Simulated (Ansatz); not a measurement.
Input and command of a calculation in Ansatz (plane waves; scalar-relativistic PAW potentials unless the input names others):

```yaml
crystal:
  lattice:
    - [0.0, 3.998970112, 3.998970112]
    - [3.998970112, 0.0, 3.998970112]
    - [3.998970112, 3.998970112, 0.0]
  atoms:
    - { symbol: Sr, position: [0.25, 0.25, 0.25] }
    - { symbol: Sr, position: [0.75, 0.75, 0.75] }
    - { symbol: Zr, position: [0.5, 0.5, 0.5] }
    - { symbol: Ge, position: [0.0, 0.0, 0.0] }
    - { symbol: O, position: [0.7534646848, 0.2332736486, 0.2465353152] }
    - { symbol: O, position: [0.2332736486, 0.7534646848, 0.7667263514] }
    - { symbol: O, position: [0.2399044819, 0.7733571848, 0.2399044819] }
    - { symbol: O, position: [0.7600955181, 0.2531661486, 0.7600955181] }
    - { symbol: O, position: [0.2465353152, 0.2332736486, 0.7534646848] }
    - { symbol: O, position: [0.7667263514, 0.7534646848, 0.2332736486] }
basis:
  ecutwfc: 420
kpoints:
  mp_grid: { grid: [6, 6, 6] }
hamiltonian:
  xc: pbe
scf:
  occupations: { method: gaussian, width: 0.05 }
  conv_thr: 0.3
  max_iter: 75
output:
  forces: true
  eigenvalues: true
  stress: true
```

```bash
ansatz run input.yaml --threads 2 --pin off --max-ram 5120MiB --backend cpu --events-out ev --progress --plain --runs-dir out
```

Question: What will the program do with this input?

Answer: The program refuses it, because of a keyword of another program (scf.conv_thr: not typed → 0.3). Without that key it is accepted.

Abridged log:
```
Error: YAML parse error: error: line 25 column 3: unknown field `conv_thr`, expected one of max_iter, algorithm, n_extra_bands, self_checks, convergence, lower_state_search, omitted_lower_state_checks, lower_solution_reach, mixing, occupations, eigensolver, initial_density, exx
  --> <input>:25:3
   |
23 | scf:
24 |   occupations: { method: gaussian, width: 0.05 }
25 |   conv_thr: 0.3
   |   ^ unknown field `conv_thr`, expected one of max_iter, algorithm, n_extra_bands, self_checks, convergence, lower_state_search, omitted_lower_state_checks, lower_solution_reach, mixing, occupations, eigensolver, initial_density, exx
26 |   max_iter: 75
27 | output:
   |
```